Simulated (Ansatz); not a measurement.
SiO₂:
```yaml
crystal:
  lattice:
    - [4.92059, 0.00000, 0.00000]
    - [-2.46030, 4.26136, 0.00000]
    - [0.00000, 0.00000, 5.41657]
  atoms:
    - { symbol: Si, position: [0.53106, 0.53106, 0.00000] }
    - { symbol: Si, position: [0.46894, 0.00000, 0.33333] }
    - { symbol: Si, position: [0.00000, 0.46894, 0.66667] }
    - { symbol: O, position: [0.26907, 0.41313, 0.78454] }
    - { symbol: O, position: [0.58687, 0.85593, 0.11788] }
    - { symbol: O, position: [0.14407, 0.73093, 0.45121] }
    - { symbol: O, position: [0.41313, 0.26907, 0.21546] }
    - { symbol: O, position: [0.85593, 0.58687, 0.88212] }
    - { symbol: O, position: [0.73093, 0.14407, 0.54879] }
```

Relaxed with r²SCAN. Independent-particle spectrum: no excitons, no local fields, no scissors shift; 0.1 eV broadening; ε₁ of the summed bands alone.

Question: Tabulate the dielectric function from r²SCAN (plane waves, PAW; program Ansatz).

Answer: 

| E (eV) | ε₁ xx | ε₂ xx | ε₁ zz | ε₂ zz |
|---|---|---|---|---|
| 0.0 | 2.26 | 0.00 | 2.28 | 0.00 |
| 0.5 | 2.26 | 0.00 | 2.28 | 0.00 |
| 1.0 | 2.27 | 0.00 | 2.29 | 0.00 |
| 1.5 | 2.28 | 0.00 | 2.30 | 0.00 |
| 2.0 | 2.29 | 0.00 | 2.31 | 0.00 |
| 2.5 | 2.31 | 0.00 | 2.33 | 0.00 |
| 3.0 | 2.33 | 0.00 | 2.35 | 0.00 |
| 3.5 | 2.36 | 0.00 | 2.38 | 0.00 |
| 4.0 | 2.39 | 0.00 | 2.41 | 0.00 |
| 4.5 | 2.43 | 0.00 | 2.46 | 0.00 |
| 5.0 | 2.48 | 0.00 | 2.51 | 0.00 |
| 5.5 | 2.54 | 0.00 | 2.57 | 0.00 |
| 6.0 | 2.62 | 0.00 | 2.65 | 0.00 |
| 6.5 | 2.72 | 0.00 | 2.75 | 0.00 |
| 7.0 | 2.85 | 0.00 | 2.88 | 0.00 |
| 7.5 | 3.03 | 0.01 | 3.07 | 0.00 |
| 8.0 | 3.37 | 0.05 | 3.46 | 0.05 |
| 8.5 | 3.56 | 0.47 | 3.63 | 0.50 |
| 9.0 | 3.65 | 0.70 | 3.74 | 0.74 |
| 9.5 | 3.84 | 0.94 | 4.00 | 1.01 |
| 10.0 | 4.24 | 1.53 | 4.85 | 1.84 |
| 10.5 | 3.94 | 2.32 | 3.41 | 3.26 |
| 11.0 | 3.28 | 3.47 | 2.01 | 2.49 |
| 11.5 | 2.31 | 3.20 | 2.74 | 2.47 |
| 12.0 | 1.55 | 2.49 | 1.86 | 2.21 |

Question: From ε at 8.3 eV (xx: 3.54 + 0.35i), find n, k, the normal reflectivity and the absorption coefficient.

Answer: n = 1.88, k = 0.093, R = 9 %, α = 2kE/ħc = 78000 cm⁻¹.

With all bands, ε∞ without local fields is 2.42 (xx = yy), 2.43 (zz). DFPT, with local fields, gives 2.37 (xx = yy), 2.40 (zz).

Space group P3_121. The r²SCAN relaxation kept the symmetry of its start.

Potentials: the earlier of the program's two PAW sets. The files were generated under PBE; for other functionals the program regenerates the frozen cores, and for LDA and PBEsol the local potential too.
